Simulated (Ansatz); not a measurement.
Theory: Ansatz 0.2.0, DFT PBE, scalar-relativistic, plane waves, PAW. Settings: cutoff 420 eV, Γ-centred meshes spaced at most about 0.3 Å⁻¹, and about 0.25 Å⁻¹ or finer for metals (2π included), Gaussian smearing. No spin polarisation in the final relaxations.

These are static total energies at zero pressure.

Two relaxed structures of SiGe₅:

A.

```cif
data_structure
_symmetry_space_group_name_H-M 'P6/mmm'
_symmetry_Int_Tables_number 191
_cell_length_a 5.2802
_cell_length_b 5.2802
_cell_length_c 5.1677
_cell_angle_alpha 90.000
_cell_angle_beta 90.000
_cell_angle_gamma 120.000
_cell_volume 124.78
loop_
_atom_site_label
_atom_site_type_symbol
_atom_site_symmetry_multiplicity
_atom_site_Wyckoff_symbol
_atom_site_fract_x
_atom_site_fract_y
_atom_site_fract_z
_atom_site_occupancy
Si1 Si 1 a 0.00000 0.00000 0.00000 1
Ge1 Ge 3 g 0.00000 0.50000 0.50000 1
Ge2 Ge 2 c 0.33333 0.66667 0.00000 1
```

B.

```cif
data_structure
_symmetry_space_group_name_H-M 'P6/mmm'
_symmetry_Int_Tables_number 191
_cell_length_a 4.8435
_cell_length_b 4.8435
_cell_length_c 5.5356
_cell_angle_alpha 90.000
_cell_angle_beta 90.000
_cell_angle_gamma 120.000
_cell_volume 112.46
loop_
_atom_site_label
_atom_site_type_symbol
_atom_site_symmetry_multiplicity
_atom_site_Wyckoff_symbol
_atom_site_fract_x
_atom_site_fract_y
_atom_site_fract_z
_atom_site_occupancy
Si1 Si 1 b 0.00000 0.00000 0.50000 1
Ge1 Ge 4 h 0.66667 0.33333 0.74591 1
Ge2 Ge 1 a 0.00000 0.00000 0.00000 1
```

Question: Which is lower in energy, and by how much?

Answer: B is lower, by 172 meV/atom. A has space group P6/mmm (No. 191), 20.8 Å³/atom and no gap on its mesh; B has space group P6/mmm (No. 191), 18.7 Å³/atom and no gap. Counting Ge atoms around Si (those within 1.25 times the shortest such distance or 1.15 times the sum of covalent radii, 1.27 where that leaves under three; a plus sign parts nearer from farther groups; the shortest distance is added where it exceeds 1.18 times the sum of covalent radii), A has Si 6+12 from 3.0 Å and B has Si 2+12 from 2.8 Å. The denser one is the lower, and pressure would at first widen the difference. Even the lower one lies +0.41 eV/atom against the reference forms of the elements (uncorrected), so neither is stable at this level. In A, Si is surrounded by 6 Ge at 3.05 Å and 12 Ge at 3.69 Å; Ge on a site of symmetry mmm is surrounded by 4 Ge at 2.64 Å and 4 Ge at 3.00 Å; Ge on a site of symmetry -6m2 is surrounded by 9 Ge at 3.00–3.05 Å and 3 Si at 3.05 Å. In B, Si is surrounded by 2 Ge at 2.77 Å and 12 Ge at 3.11 Å; around Ge on a site of symmetry 3m lie 5 Ge at 2.72–2.81 Å, 3 Si at 3.11 Å and 3 Ge at 3.13 Å; Ge on a site of symmetry 6/mmm is surrounded by 2 Si at 2.77 Å and 12 Ge at 3.13 Å. Both come from invented guesses. A third cell relaxed alike, in I4/mmm, lies 27 meV/atom below the lower of the two.

Cells relaxed within their symmetry can be saddle points.
